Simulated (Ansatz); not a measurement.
An Ansatz (a program for electronic structure) input:

Ansatz 0.2 input:
```yaml
crystal:
  lattice:
    - [-2.8290402613, 2.8290402613, 5.658729475]
    - [2.8290402613, -2.8290402613, 5.658729475]
    - [2.8290402613, 2.8290402613, -5.658729475]
  atoms:
    - { symbol: Zn, position: [0.75, 0.25, 0.5] }
    - { symbol: Cu, position: [0.25, 0.75, 0.5] }
    - { symbol: Cu, position: [0.0, 0.0, 0.0] }
    - { symbol: Sn, position: [0.5, 0.5, 0.0] }
    - { symbol: Se, position: [0.630053867, 0.6400965953, 0.5315545648] }
    - { symbol: Se, position: [0.3599034047, 0.8914579694, 0.9899572716] }
    - { symbol: Se, position: [0.1085420306, 0.0984993022, 0.4684454352] }
    - { symbol: Se, position: [0.9015006978, 0.369946133, 0.0100427284] }
kpoints:
  mp_grid: { grid: [4, 4, 4] }
hamiltonian:
  xc: hse06
  pseudopotentials: { kind: paw }
scf:
  n_extra_bands: 8
  occupations: { method: gaussian, width: 0.02 }
output:
  eigenvalues: true
  eigenstates:
    e_range: [-9.0, 8.0]
    kpoints:
      - [0.0, 0.0, 0.0]  # GAMMA
      - [0.5, 0.5, -0.5]  # M
      - [0.0, 0.0, 0.5]  # X
      - [0.25, 0.25, 0.25]  # P
      - [0.0, 0.5, 0.0]  # N
      - [-0.3124856656, 0.3124856656, 0.3124856656]  # S_0
      - [0.3124856656, 0.6875143344, -0.3124856656]  # S
      - [-0.1249713312, 0.1249713312, 0.5]  # R
      - [0.5, 0.5, -0.1249713312]  # G
```

Question: How many symmetry operations and irreducible k-points will the run report?

Answer: 4 operations, 14 of 64 k-points.

Question: With a cutoff of 420 eV, how many plane waves at Γ?

Answer: 3571.

It took roughly 14 core-minutes on shared server cores.

Space group I-4. The cell was relaxed with PBEsol under the symmetry of its start. The run is not spin-polarised. Scalar-relativistic: spin–orbit coupling is off unless named, which matters more the heavier the elements.

Potentials: the later of the program's two PAW sets.

Ansatz is a plane-wave DFT program.
